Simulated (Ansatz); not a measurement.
Consider the following.

SnSe2 (CdI2 type)

```xyz
6
Lattice="7.6517 0.0000 0.0000 -1.9129 3.3133 0.0000 0.0000 0.0000 6.2309" Properties=species:S:1:pos:R:3 pbc="T T T"
Sn     0.0000     0.0000     0.0000
Sn     3.8258     0.0000     0.0000
Se     0.0000     2.2088     1.5760
Se     3.8258     2.2088     1.5760
Se     1.9129     1.1044     4.6549
Se     5.7388     1.1044     4.6549
```

In each cell atom 1 (Sn, nearest neighbour Se at 2.713 Å; its periodic images, 3.8 Å or more away, move with it) moves by s·(1.000, 0.000, 0.000) (along Cartesian x), the rest being held.

All values below come from r2SCAN+rVV10 (plane waves to 500 eV, PAW, scalar-relativistic; Ansatz, a program for electronic structure). k mesh 4×8×5 (Γ-centred), Fermi-Dirac smearing 0.05 eV. The energy includes the smearing's −TS. SnSe2 was relaxed with its symmetry unable to fall. ΔE is measured from the undisplaced structure.

The scan covers s from -0.270 to 0.270 Å in 11 points.

### Question
Is this a single well or a double well?

### Answer
A single well with its minimum at or next to zero displacement.

### Question
Is the energy the same for equal positive and negative displacements?

### Answer
Even: the same for both signs. With its periodic images moving along, the atom's site symmetry in this cell is 2/m.

### Question
What is the force constant k = d²E/ds² of this move at s = 0?

### Answer
9.32 eV/Å².

(A displaced cell: forces are minus the slopes of the energy, force constants its curvatures, and phonons follow from these.)
